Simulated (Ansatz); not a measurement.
TiS₂ (CdI2 type)

```yaml
crystal:
  lattice:
    - [3.36050, 0.00000, 0.00000]
    - [-1.68025, 2.91028, 0.00000]
    - [0.00000, 0.00000, 5.52286]
  atoms:
    - { symbol: Ti, position: [0.00000, 0.00000, 0.00000] }
    - { symbol: S, position: [0.33333, 0.66667, 0.25856] }
    - { symbol: S, position: [0.66667, 0.33333, 0.74144] }
```

The slice is a (0001) plane (indices of the conventional cell) through the point (0.333, 0.667, 0.259) (fractional), spanned by u = [110] and v = [1 -1 0] in vectors of this cell: u (3.36 Å) and v (5.82 Å, at 90° to u). It covers one period; positions are fractions (u, v).

All values below come from PBE-D3(BJ) (plane waves to 420 eV, PAW, scalar-relativistic; Ansatz, a program for electronic structure). k mesh 16×16×9. Inside the PAW spheres the values are not all-electron values, and peaks at nuclei hang on which shells count as valence. At this level the bands of TiS2 touch or barely overlap. The PAW data are Ansatz's earlier set. TiS2 is run without spin polarisation. TiS2 was relaxed with its symmetry unable to fall.

### Question
Sketch the valence electron density on this plane as a map.

### Answer
```
|##%%@@@@##==::::::==##@@@@%%|
|@@@@@@%%**==::..::==**%%@@@@|
|@@@@%%**++::..  ..::++**%%@@|
|####**++--..      ..--++**##|
|++++==--::..      ..::--==++|
|------::::::::::::::::::----|
|::::::----==========----::::|
|..::--==++**######**++==--::|
|::::==++##%%@@@@@@%%##++==::|
|::--==**%%@@@@@@@@@@%%**==--|
|::--++##@@@@%%##%%@@@@##++--|
|::--++##@@@@##..##@@@@##++--|
|::::==##@@@@%%##%%@@@@##==::|
|..::==**%%@@@@@@@@@@%%**==::|
|  ..::++**%%@@@@@@%%**++::..|
|    ..--++**######**++--..  |
|    ..::--==++++++==--::..  |
|::::::::::----------::::::::|
|======----::::::::::----====|
|####**++==--::..::--==++**##|
|@@@@%%##++==::::::==++##%%@@|
|@@@@@@%%**==--::--==**%%@@@@|
|##%%@@@@##++--::--++##@@@@%%|
|..##@@@@##++--::--++##@@@@##|
```
Scale: ten equal steps from -1.26 (start of ' ') to 0.06 (end of '@'), in the order ' .:-=+*#%@'. Values: log₁₀ of the valence density in e/Å³. The map has 14 points along u (two characters each, u = 0 at the left) and 24 along v (v = 0 in the bottom row). The scale is logarithmic, as a density can span decades between atoms and voids.
